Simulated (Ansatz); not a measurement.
## Ti2O: how the free axis answers a strain

Ti2O, P-3m1, a = 2.953 Å, c = 4.724 Å. The structure is a COD entry; whether it is the stable form wasn't checked. Ansatz: PBEsol, PAW, 420 eV, Γ-centred 24×24×12 mesh on 3 atoms, Gaussian smearing 0.10 eV; no spin polarisation. Series: biaxial strain in the a-b plane, c and atoms relaxed; x is the strain in per cent. y is the change of c in per cent of 4.724 Å.

| x (%) | y (%) |
| --- | --- |
| -3.0 | 2.17 |
| -2.0 | 1.43 |
| -1.0 | 0.71 |
| 0.0 | 0.00 |
| 1.0 | -0.70 |
| 2.0 | -1.38 |
| 3.0 | ? |

Q: Fit y = c1 x + c2 x² to the other rows, say what c1 measures, and predict the missing y.

A: Least squares on the rows shown. y = −0.7034 x + 0.006511 x². With no stress along c, c1 = −2C13/C33 = -0.703. At x = 3.0 the fit asked for gives -2.05 %. The run gave -2.01 %, so the fit is 0.04 % too low, 0.96 % of the span of the series, against an rms of 0.002 % on the fitted rows. The row lies outside the fitted range. With a term in x³ added, a fit to the same known rows predicts -2.05 %, no real gain.

Spin polarisation was left out, and a magnetic state may lie lower.